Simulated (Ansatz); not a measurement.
BaMg2FeH8 in space group P-3m1 (No. 164; Pearson symbol hP12) at seven volumes, r²SCAN (plane waves, PAW; program Ansatz), shape and atoms relaxed at each. One row is withheld.

| V (Å³/atom) | P (GPa) |
|---|---|
| 9.325 | 6.25 |
| 9.633 | 3.85 |
| 9.940 | 1.78 |
| 10.248 | -0.01 |
| 10.555 | -1.55 |
| 10.863 | ? |
| 11.170 | -4.03 |

Question: Fit the shown pressures and predict the withheld one.

Answer: P = (3/2)B₀(x^(7/2) − x^(5/2))[1 + (3/4)(B′ − 4)(x − 1)] with x = (V₀/V)^(2/3). Least squares on the six rows gives V₀ = 10.246 Å³/atom, B₀ = 55.2 GPa, B′ = 3.89. At V = 10.863, x = 0.9618 and P = -2.88 GPa. The run itself gave -2.88 GPa.

The first step of the workflow began from a Materials Project structure, measured or hypothetical; the Crystallography Open Database copy checked does not list it. Its standing as an ambient phase is unchecked. The r²SCAN relaxation kept the symmetry of its start; whether a distortion lowers the energy is not shown. The run is not spin-polarised. Spin–orbit coupling is left out wherever it is not named.

Potentials: the later of the program's two PAW sets.
